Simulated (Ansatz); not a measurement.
**Elastic constants of InSb: input and output**

These are results of DFT PBEsol, scalar-relativistic, plane waves, PAW in Ansatz, not measurements.

Launched with:
```bash
ansatz run input.yaml --threads 4 --pin off --max-ram 12288MiB --backend cpu --events-out ev --progress --plain --runs-dir out
```

Input (bare energies are in eV):
```yaml
crystal:
  lattice:
    - [0.0, 3.2611, 3.2611]
    - [3.2611, 0.0, 3.2611]
    - [3.2611, 3.2611, 0.0]
  atoms:
    - { symbol: In, position: [0.0, 0.0, 0.0] }
    - { symbol: Sb, position: [0.25, 0.25, 0.25] }
basis:
  ecutwfc: 420
kpoints:
  mp_grid: { grid: [8, 8, 8] }
hamiltonian:
  xc: pbesol
scf:
  occupations: { method: fermi_dirac, width: 0.15 }
output:
  forces: true
  stress: true
  eigenvalues: true
elastic:
  mode: relaxed_ion
  amplitude: 0.005
```

From the output:
```
--- Elastic constants: 2 strain directions × 4 members + reference (group order 24) ---
  dense FFT box of the reference and of every strained cell: 32×32×32
  strains applied: 11, 23; error gains: componentwise 1.00 (the most a stress slope's error grows in a printed constant), spectral 1.73 (1 for all six strains in a standard setting)
  C = ∂σ_k/∂η_j (tension-positive GPa; Voigt order 11 22 33 23 13 12):
        60.296     33.374     33.374     -0.000      0.000      0.000
        33.374     60.296     33.374     -0.000      0.000      0.000
        33.374     33.374     60.296     -0.000      0.000      0.000
        -0.000     -0.000     -0.000     25.478      0.000      0.000
         0.000      0.000     -0.000     -0.000     25.478     -0.000
         0.000     -0.000      0.000      0.000     -0.000     25.478
  reference stress σ⁰ (GPa):      0.016      0.016      0.016     -0.000      0.000     -0.000
  C* (energy form; C + prestress term) asymmetry max|C*_kj − C*_jk| = 7.105e-15 GPa — a small one proves nothing (zero by symmetry where the batch's group is 432, −43m or m−3m); a large one is finite-difference/SCF noise where every solve ...
  moduli (Voigt/Reuss/Hill, GPa): K = 42.35/42.35/42.35   G = 20.67/18.77/19.72   E = 51.22   ν = 0.298
  mechanically stable: yes (min eigenvalue of sym C = 25.48 GPa)
  strain η (Voigt 11):  stress-route row diagonal C_11 = 60.30 GPa, energy-path curvature d²(F+E_count+ΔE)/dδ²/Ω₀ = 60.29 GPa
    cells at ±δ against ±2δ: C21 33.38 and 33.40 GPa, apart by 0.03 % of the column's largest entry
         δ    σ_11 (GPa) F (eV) n_scf n_hpsi n_pw
    -1.000e-2      -0.5950      -11933.6470556       9   21980   1363   relax 0 steps, max|allowed force component| 1.56e-16 eV/Å
    -5.000e-3      -0.2874      -11933.6480077       3   14977   1363   relax 0 steps, max|allowed force component| 1.63e-16 eV/Å
     5.000e-3       0.3155      -11933.6479381       4   16115   1380   relax 0 steps, max|allowed force component| 1.77e-16 eV/Å
     1.000e-2       0.6107      -11933.6469343       6   17221   1387   relax 0 steps, max|allowed force component| 1.70e-16 eV/Å
  strain η (Voigt 23):  stress-route row diagonal C_44 = 25.48 GPa, energy-path curvature d²(F+E_count+ΔE)/dδ²/Ω₀ = 25.47 GPa
    cells at ±δ against ±2δ: C44 25.47 and 25.47 GPa, apart by 0.03 % of the column's largest entry
         δ    σ_23 (GPa) F (eV) n_scf n_hpsi n_pw
    -1.000e-2      -0.2547      -11933.6477489       2   18229   1370   relax 4 steps, max|allowed force component| 1.38e-7 eV/Å
    -5.000e-3      -0.1274      -11933.6481619       2   18269   1370   relax 2 steps, max|allowed force component| 9.05e-6 eV/Å
     5.000e-3       0.1274      -11933.6481619       2   18302   1370   relax 2 steps, max|allowed force component| 5.53e-10 eV/Å
     1.000e-2       0.2547      -11933.6477489       2   18254   1370   relax 2 steps, max|allowed force component| 7.95e-7 eV/Å
```

Time: 24 s on 4 threads of Intel(R) Xeon(R) 6975P-C (Granite Rapids), on a shared host, peak memory 0.54 GiB.

The cell is the ideal cubic zincblende prototype. Without a gap, frequencies and elastic constants depend on the k mesh and the smearing, soft modes and shear constants most.

The bands only touch here, so at this level the crystal is a zero-gap semiconductor or semimetal, not an ordinary metal; spin–orbit coupling, left out, can open or move such a gap.